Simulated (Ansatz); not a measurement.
Polymorphs of B₄C, each relaxed with DFT-r²SCAN in the program Ansatz with PAW potentials:

A: R-3m
a = 5.6319 Å, b = 5.6319 Å, c = 12.0750 Å, α = 90.00°, β = 90.00°, γ = 120.00°

| atom | site | symmetry | x | y | z |
|---|---|---|---|---|---|
| B | 18h | .m | 0.1673 | 0.3347 | 0.0262 |
| B | 18h | .m | 0.2159 | 0.1079 | 0.1139 |
| C | 6c | 3m | 0.0000 | 0.0000 | 0.3902 |
| C | 3b | -3m | 0.0000 | 0.0000 | 0.5000 |

B: Cm
a = 8.7523 Å, b = 5.5940 Å, c = 5.0448 Å, α = 90.00°, β = 118.81°, γ = 90.00°

```
atom  site  symmetry       x       y       z
----  ----  --------  ------  ------  ------
B       2a         m  0.0081  0.5000  0.1626
B       4b         1  0.3368  0.1609  0.5153
B       4b         1  0.1686  0.3376  0.4954
B       2a         m  0.1934  0.5000  0.8194
B       2a         m  0.3100  0.0000  0.1882
B       4b         1  0.4425  0.2543  0.3052
B       4b         1  0.0607  0.2433  0.7008
B       2a         m  0.4995  0.5000  0.0109
C       2a         m  0.4970  0.0000  0.8250
C       2a         m  0.3758  0.5000  0.1184
C       2a         m  0.1205  0.0000  0.8960
```

**Question.** Order them by energy per atom at 0 K (lowest first) at the level r²SCAN.

**Answer.** B (+0 meV/atom), A (+78 meV/atom)

**Question.** Give each one's gap.

**Answer.** A 1.79 eV; B 3.22 eV.

Standing as an ambient phase not checked: A; B. All cells were relaxed under the symmetry of their starts (and spin orders); stability against distortions was not tested throughout.

Energies hold the estimated change up to a 700 eV cutoff; steps of a few meV lie near the error of the meshes.

Potentials: the earlier of the program's two PAW sets. The files were generated under PBE; for other functionals the program regenerates the frozen cores, and for LDA and PBEsol the local potential too.
